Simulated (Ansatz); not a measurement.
```yaml
crystal:
  lattice:
    - [3.4286292146, 0.0, 0.0]
    - [0.0, 3.4286292146, 0.0]
    - [0.0, 0.0, 3.4286292146]
  atoms:
    - { symbol: "Y", position: [0.0, 0.0, 0.0] }
    - { symbol: Se, position: [0.5, 0.5, 0.5] }
basis:
  ecutwfc: 420
  ecutrho_ratio: 4
kpoints:
  mp_grid: { grid: [10, 10, 10] }
hamiltonian:
  xc: pbesol
scf:
  occupations: { method: gaussian, width: 0.05 }
output:
  forces: true
  stress: true
  eigenvalues: true
```

Question: What does this Ansatz input ask for?

Answer: It asks for a single-point calculation of YSe with PBEsol (scalar-relativistic), a cutoff of 420 eV (density cutoff 4 times that), a Γ-centred 10×10×10 mesh and Gaussian smearing of 0.05 eV, without spin polarisation. Forces, stress and eigenvalues are wanted.

Question: How large is the problem?

Answer: 27 valence electrons, 751 plane waves at Γ, 48 symmetry operations and 56 irreducible k-points; it took 6 SCF iterations in all.

This is a trial structure; measured cells of the compound in the Crystallography Open Database are in space group Fm-3m (rock salt).
